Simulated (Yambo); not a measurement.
Input:

```xyz
6
Lattice="3.1353 0.0000 0.0000 0.0000 3.6360 0.0000 0.0000 0.0000 19.0000" Properties=species:S:1:pos:R:3 pbc="T T T"
O      0.0000     0.0000    -0.3857
O      1.5676     1.8180     0.3857
Al     0.0000     1.8180    -0.8213
Al     1.5676     0.0000     0.8213
Cl     1.5676     1.8180    -2.4984
Cl     0.0000     0.0000     2.4984
```

Workflow: PBEsol (pw.x of Quantum ESPRESSO, ONCV potentials, without SOC), then G0W0 in Yambo (6×4×1 Γ-centred k mesh, 142 bands and a 7 Ry block in the screening, 142 bands in G with the Bruneval-Gonze terminator, plasmon pole fitted at 27.2 eV, slab-truncated Coulomb interaction, stochastic integration of W near q = 0).

Give the PBEsol and G0W0 gaps between the band edges found on this mesh, and say where the edges lie.

Edges: (-0.5, 0) → Γ. PBEsol: 5.96 eV; G0W0: 9.51 eV. Nearest settings tried, and what they do to the gap: 53 bands in G: -7 meV; 53 bands in W, 53 bands in G: +102 meV. Not varied: block, mesh, cell height. So the settings aren't converged at that level. 

Geometry relaxed with PBEsol.

This is a model layer cut from the bulk structure; whether it is stable on its own was not checked.
